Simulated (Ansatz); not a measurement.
**Pressure series of YHSe (P-6m2)**

```
CELL_PARAMETERS angstrom
3.83891 0.00000 0.00000
-1.91946 3.32460 0.00000
0.00000 0.00000 3.91889
ATOMIC_POSITIONS crystal
Y 0.00000 0.00000 0.00000
H 0.33333 0.66667 0.00000
Se 0.66667 0.33333 0.50000
```

This is the zero-pressure cell under r²SCAN. Cell and atoms are relaxed by PAW (default files of Ansatz 0.2.0, cutoff 500 eV, stress met within about 0.05 GPa) at each pressure, in this structure whether or not another phase would take over; P is the pressure reached, less that of this cell. Levels come from r²SCAN, PAW on Ansatz 0.2.0's default frozen-core files (fitted under PBE), scalar-relativistic; k mesh 8×8×6, fixed occupations, cutoff 500 eV. Conduction levels are in eV over the valence top (at A), at fixed fractional wave vectors. Zone-centre phonons come from finite displacements by PAW, without the LO-TO term.

| P (GPa) | V/V₀ | c/a | Γ | A ∥ z | K ⊥ z | M ⊥ z | E' TO (cm⁻¹) | E' TO (cm⁻¹) |
| --- | --- | --- | --- | --- | --- | --- | --- | --- |
| -2.01 | 1.0245 | 1.0215 | 2.074 | 2.349 | 2.656 | 3.229 | 174.7 | 1035.1 |
| 0.00 | 1.0000 | 1.0208 | 2.071 | 2.346 | 2.654 | 3.270 | 182.7 | 1071.8 |
| 2.00 | 0.9783 | 1.0207 | 2.071 | 2.343 | 2.649 | 3.307 | 189.8 | 1105.6 |
| 4.00 | 0.9588 | 1.0206 | 2.070 | 2.338 | 2.643 | 3.341 | 196.5 | 1136.8 |
| 7.00 | ? | ? | ? | ? | ? | ? | ? | ? |
| 10.00 | 0.9097 | 1.0204 | 2.065 | 2.321 | 2.621 | 3.429 | 214.1 | 1218.8 |
| 14.99 | 0.8767 | 1.0205 | 2.060 | 2.305 | 2.598 | 3.491 | 226.7 | 1277.3 |

Question: Fit the third-order Birch-Murnaghan equation to the rows shown.

Answer: With f = [(V₀/V)^(2/3) − 1]/2, the normalised pressure F = P/[3f(1 + 2f)^(5/2)] is 87.0 GPa at f = -0.0080, 87.3 GPa at f = 0.0074, 87.3 GPa at f = 0.0142, 87.4 GPa at f = 0.0326, 87.5 GPa at f = 0.0459. The line F = B₀[1 + (3/2)(B′ − 4)f] gives B₀ = 87.1 GPa and B′ = 4.1.

Question: What are the volume deformation potentials and pressure coefficients of these levels at zero pressure?

Answer: 

```csv
level,dE/dlnV (eV),dE/dP = −(dE/dlnV)/B₀ (meV/GPa),mean slope up to 2.0 GPa (meV/GPa)
Γ,0.06,-0.7,0.2
A ∥ z,0.14,-1.6,-1.6
K ⊥ z,0.16,-1.8,-2.3
M ⊥ z,-1.70,19.5,18.6
```

dE/dlnV is the slope of a cubic fit in ln V at V₀. The last column is read from two rows and shows how the slope bends with pressure.

Question: What mode Grüneisen parameters follow?

Answer: γ = −d ln ω/d ln V at V₀ from a quadratic fit in ln V: E' 1.79, E' 1.42.

Question: Fill the row at 7.00 GPa.

Answer: The fits give V/V₀ = 0.9327 and Γ = 2.068 eV. Computed: V/V₀ = 0.9327, c/a = 1.0204, Γ = 2.068, A ∥ z = 2.330, K ⊥ z = 2.633, M ⊥ z = 3.387, E' TO (cm⁻¹) = 205.7, E' TO (cm⁻¹) = 1179.7.

Keep in mind: the structure is a database entry and needn't be the stable phase; no other phase was computed; many crystals of this kind change structure within this range, and rows or crossings beyond such a change describe a metastable lattice; frozen-core PAW files fitted under PBE, their cores solved anew for the functional of the run; no spin-orbit coupling on heavy atoms; semilocal gaps are low, and the spacing of valleys can be off by tenths of an eV; levels are read at fixed fractional k, so an edge that moves off these points is missed.
